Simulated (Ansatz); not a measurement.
What DFT gives for ZrAl₂

```
Zr Al
1.0
     5.30010    0.00000    0.00000
    -2.65005    4.59002    0.00000
     0.00000    0.00000    8.65686
Zr Al
4 8
Direct
  0.33330 0.66670 0.05800
  0.66660 0.33330 0.55800
  0.33330 0.66670 0.44200
  0.66670 0.33340 0.94200
  0.83300 0.66600 0.25000
  0.16700 0.83300 0.75000
  0.33400 0.16700 0.25000
  0.16700 0.33400 0.75000
  0.83300 0.16700 0.25000
  0.66600 0.83300 0.75000
  0.00000 0.00000 0.00000
  0.00000 0.00000 0.50000
```

The numbers come from plane-wave PAW DFT (Ansatz): r2SCAN, no spin polarisation, 500 eV, 6×6×4 Γ-centred k points, methfessel-paxton occupations (width 0.0207 eV). Nothing was relaxed.

Problem. Where is the largest force?

Solution. The largest is on Al6 (and as large on other atoms): 0.78 eV/Å, components (0.67, -0.39, 0.00). It makes 30° with the line to a nearest neighbour, Al8 at 2.64 Å, pointing towards it.

Problem. What is the formation energy?

Solution. -0.60 eV an atom against the elements' usual phases (free molecules for gases, crystals otherwise, with no correction for O₂ or N₂), so it is bound against them; other compounds may still compete. Relaxing would lower it.

Problem. Metal or insulator?

Solution. It is a metal, with about 3.9 states/eV a cell as the mean within 0.25 eV of the Fermi level, mostly Zr d (80 %).

Problem. How is the charge shared?

Solution. Bader charges in e: Zr +0.95, Al -0.58 to -0.14. In the mean Zr gives up most and Al takes most.

Problem. What does the stress say?

Solution. The pressure is 0.4 GPa (compression positive), so with the atoms held at these fractions the cell is close to zero pressure. The principal stresses -0.9, -0.9, 2.9 GPa differ, so its shape would change too.

Origin: a known structure type with other elements, at an estimated volume, so it need not be a known compound.
